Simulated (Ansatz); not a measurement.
**CaRu$_{2}$P$_{2}$: pressure against volume**

CaRu$_{2}$P$_{2}$, I4/mmm, a = 4.030 Å, c = 9.642 Å. The structure is a Materials Project entry; whether it is the stable form wasn't checked. Ansatz: PBEsol, PAW, 420 eV, Γ-centred 12×12×12 mesh on 5 atoms, Gaussian smearing 0.10 eV; no spin polarisation. Shape and atoms are relaxed at each volume; pressure is positive in compression.

| V (Å³/atom) | P (GPa) |
| --- | --- |
| 13.780 | ? |
| 14.249 | 15.88 |
| 14.719 | 9.30 |
| 15.189 | 4.00 |
| 15.659 | -0.02 |
| 16.128 | -2.91 |
| 16.598 | -4.94 |
| 17.225 | -6.36 |

Problem. Take V0 = 15.659 Å³/atom, count pressures from its P0 = -0.02 GPa, fit the third-order Birch–Murnaghan form to the other rows, and predict the missing pressure.

Solution. With the Eulerian strain f = ½[(V0/V)^(2/3) − 1] and y = (P − P0)/[3f(1 + 2f)^(5/2)], the form is the line y = B0 + 1.5 B0 (B0′ − 4) f. Rows (f, y): 0.03246, 139.5; 0.02107, 133.0; 0.01026, 124.1; -0.00974, 103.9; -0.01904, 94.9; -0.03078, 80.5. Means f = 0.0007050, y = 112.65; Σ(Δf)² = 0.003005, ΣΔfΔy = 2.831; the slope is their ratio. y = 112.0 + 942.1 f GPa, so B0 = 112.0 GPa and B0′ = 4 + 2 × (942.1)/(3 × 112.0) = 9.61. At V = 13.780, f = 0.04448, y = 153.90 and P = 25.39 GPa. The run gave 23.99 GPa, so the fit is 1.40 GPa too high, 4.6 % of the span of the series, against an rms of 0.17 GPa on the fitted rows. The row lies outside the fitted range. The points of y bend away from a line: a fourth-order term fitted to them gives P = 24.18 GPa at this row's volume (the line 25.39, the run 23.99). A B0′ outside 2 to 8 is unusual except in layered or molecular crystals, and here it hangs on few rows.